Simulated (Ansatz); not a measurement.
**Question.** Each is relaxed and computed with r²SCAN in the plane-wave PAW code Ansatz. Which is the only one with a gap?
A. Hf2Si, I4/mcm (Hf on 8h, Si on 4a)
B. HfB2, P6/mmm (Hf on 1a, B on 2d)
C. Hf5Si3, P6_3/mcm (Hf on 6g, Hf on 4d, Si on 6g)
D. HfO2, Pca2_1 (Hf on 4a, O on 4a, O on 4a)

**Answer.** D, HfO2, Pca2_1 (Hf on 4a, O on 4a, O on 4a). HfO2: gap 4.94 eV (indirect); HfB2: metal; Hf2Si: metal; Hf5Si3: metal. Standing as an ambient phase not checked: Hf2Si, I4/mcm (Hf on 8h, Si on 4a); Hf5Si3, P6_3/mcm (Hf on 6g, Hf on 4d, Si on 6g). All cells were relaxed under the symmetry of their starts (and spin orders); stability against distortions was not tested throughout. Rows with no word on spin ran without spin polarisation. Spin–orbit coupling is left out wherever it is not named.

Potentials: the later of the program's two PAW sets.
